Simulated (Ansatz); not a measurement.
**Relaxing a structure of Sn**

The start is a generated trial cell of Sn in the beta-W structure type. Cell shape, volume and atoms are optimised at zero target pressure with r2SCAN (plane waves to 500 eV, PAW, scalar-relativistic; Ansatz, a program for electronic structure). The first steps use a coarse 6×6×6 k-mesh.

Starting cell:
```
CELL_PARAMETERS angstrom
      6.03974     0.00000     0.00000
      0.00000     6.03974     0.00000
      0.00000     0.00000     6.03974
ATOMIC_POSITIONS crystal
  Sn 0.25000 0.00000 0.50000
  Sn 0.75000 0.00000 0.50000
  Sn 0.00000 0.50000 0.25000
  Sn 0.00000 0.50000 0.75000
  Sn 0.50000 0.25000 0.00000
  Sn 0.50000 0.75000 0.00000
  Sn 0.00000 0.00000 0.00000
  Sn 0.50000 0.50000 0.50000
```

```yaml
outcome: The space group stays Pm-3n (No. 223) (the run could not lower it), with 8 atoms in the primitive cell
volume_change: +1.3 %, from 27.54 to 27.90 Å³/atom
Shortest distances (start → end): "The closest pairs of elements (up to four, under 3.6 Å), start → end: Sn–Sn 3.02 → 3.03 Å"
band_gap_at_the_end: zero (metallic)
optimiser_moves: 4
```

Relaxed structure:

```cif
data_Sn8
_chemical_formula_sum 'Sn8'
_space_group_name_H-M_alt 'Pm-3n'
_space_group_IT_number 223
_space_group_name_Hall '-P 4n 2 3'
_cell_length_a 6.06614
_cell_length_b 6.06614
_cell_length_c 6.06614
_cell_angle_alpha 90.000
_cell_angle_beta 90.000
_cell_angle_gamma 90.000
loop_
_atom_site_label
_atom_site_type_symbol
_atom_site_symmetry_multiplicity
_atom_site_Wyckoff_symbol
_atom_site_fract_x
_atom_site_fract_y
_atom_site_fract_z
_atom_site_occupancy
Sn1 Sn 6 c 0.00000 0.50000 0.25000 1
Sn2 Sn 2 a 0.00000 0.00000 0.00000 1
```

Final values are on a 8×8×8 k-mesh of the relaxed cell. No spin polarisation in the result.

The run could not lose the symmetry of its start, so the end can be a saddle point.

All atoms sit on sites fixed by symmetry, so only the cell could relax.

The relaxed structure here is a generated cell of Sn: the first start was made by placing the elements on the sites of a structure type, and the end was not matched to a known phase here, so it may be hypothetical. Known forms of Sn include space group No. 141, 227.
